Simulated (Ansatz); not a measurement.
In:
```xyz
1
Lattice="-1.6867 1.6867 2.2462 1.6867 -1.6867 2.2462 1.6867 1.6867 -2.2462" Properties=species:S:1:pos:R:3 pbc="T T T"
In     0.0000     0.0000     0.0000
```

Relaxed with plane-wave PAW PBEsol (Ansatz code). Indices refer to the conventional cell of I4/mmm, a = b = 3.373 Å, c = 4.492 Å, α = β = γ = 90.00°.

Question: Simulate the powder diffraction pattern (Cu Kα, λ = 1.54184 Å; lines above 1 %) up to 2θ = 90°.

Answer: Simulated powder pattern, Cu Kα, λ = 1.54184 Å (kinematic, ideal powder, no thermal factors, no anomalous dispersion; the 30 strongest lines at most, above 1 %, up to 2θ = 90°):

```
2θ (°)  d (Å)  I/Imax (%)    hkl
------  -----  ----------  -----
33.21   2.698         100  (101)
37.71   2.385          35  (110)
40.15   2.246          15  (002)
54.40   1.687          12  (200)
56.25   1.635          21  (112)
65.24   1.430          27  (211)
68.56   1.369          12  (103)
69.72   1.349          11  (202)
80.54   1.193         3.7  (220)
86.70   1.123         1.5  (004)
89.94   1.091         5.7  (301)
```

Its axis ratio c/a = 1.33 departs by over 6 % from that of the usual cell of this phase: another minimum, or an error of the functional. Symmetry was held in the PBEsol relaxation; whether a distortion lowers the energy is not shown. Axis ratios of metals converge slowly with the k-mesh, so a and c are less sure than the volume.

Potentials: the earlier of the program's two PAW sets. The files were generated under PBE; for other functionals the program regenerates the frozen cores, and for LDA and PBEsol the local potential too.
